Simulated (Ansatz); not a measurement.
GaN (zinc blende)

```
CELL_PARAMETERS angstrom
      0.00000     4.49791     4.49791
      2.24896     2.24896     4.49791
      2.24896     2.24896     0.00000
ATOMIC_POSITIONS crystal
  N  0.00000 0.75000 0.75000
  N  0.50000 0.75000 0.75000
  Ga 0.00000 0.00000 0.00000
  Ga 0.50000 0.00000 0.00000
```

The atoms are displaced by Q × the pattern below (from a DFPT mode at X = (0.5, 0.5, 0.0), largest move 1; Q in Å), at fixed cell. (q is in reciprocal vectors of the primitive cell; the cell shown is doubled to hold the pattern.)

```tsv
atom	x	y	z
N1	0.000	0.000	-1.000
N2	0.000	0.000	1.000
```

Atoms not listed stay in place.

Computed with r2SCAN (plane waves to 500 eV, PAW, scalar-relativistic; Ansatz, an electronic-structure program). k mesh 13×13×13 (Γ-centred), Fermi-Dirac smearing 0.05 eV. E stands for the smeared free energy. GaN was relaxed with its symmetry unable to fall. ΔE is measured from the undisplaced structure.

```json
[
 {"Q (Å)": "-0.180", "ΔE (meV/cell)": "782"},
 {"Q (Å)": "-0.120", "ΔE (meV/cell)": "350"},
 {"Q (Å)": "-0.060", "ΔE (meV/cell)": "88"},
 {"Q (Å)": "0.000", "ΔE (meV/cell)": "0"},
 {"Q (Å)": "0.060", "ΔE (meV/cell)": "88"},
 {"Q (Å)": "0.120", "ΔE (meV/cell)": "350"},
 {"Q (Å)": "0.180", "ΔE (meV/cell)": "782"}
]
```

Question: Which DFPT wavenumber at X = (0.5, 0.5, 0.0) belongs to this mode?
A. 195 cm⁻¹
B. 347 cm⁻¹
C. 688 cm⁻¹

Answer: C, 688 cm⁻¹. The curvature of the scan gives 688 cm⁻¹

(A displaced cell: forces are minus the slopes of the energy, force constants its curvatures, and phonons follow from these.)
